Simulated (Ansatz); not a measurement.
Pd (fcc, Cu type)

```xyz
4
Lattice="3.8755 0.0000 0.0000 0.0000 3.8755 0.0000 0.0000 0.0000 3.8755" Properties=species:S:1:pos:R:3 pbc="T T T"
Pd     0.0000     0.0000     0.0000
Pd     1.9378     1.9378     0.0000
Pd     1.9378     0.0000     1.9378
Pd     0.0000     1.9378     1.9378
```

In this cell atom 3 (Pd, nearest neighbour Pd at 2.740 Å; its periodic images, 3.9 Å or more away, move with it) is moved by s along Cartesian [111], unit vector (0.577, 0.577, 0.577); all other atoms and the cell stay fixed.

Method: PBEsol (plane waves to 420 eV, PAW, scalar-relativistic; Ansatz, an electronic-structure program). k mesh 10×10×10 (Γ-centred), Fermi-Dirac smearing 0.05 eV. Energies are smeared free energies. Compression counts positive. With partly filled bands, energies and forces of such displacements shift with the k mesh and the smearing. On this mesh the relaxed cell isn't quite at rest: it carries a pressure of -0.1 GPa (compression positive) at the zero of the scan. Pd is run without spin polarisation. Pd was relaxed with its symmetry unable to fall. The PAW data are Ansatz's earlier set. The zero of ΔE is the undisplaced structure.

Estimate the ΔE (meV/cell) and P (GPa) for s (Å) = -0.270, -0.216, -0.162, 0.054, 0.108, 0.162, 0.216, 0.270.


```tsv
s (Å)	ΔE (meV/cell)	P (GPa)
-0.270	379	4.1
-0.216	240	2.6
-0.162	134	1.4
0.054	15	0.1
0.108	59	0.6
0.162	134	1.4
0.216	240	2.6
0.270	379	4.1
```

(A displaced cell: forces are minus the slopes of the energy, force constants its curvatures, and phonons follow from these.)
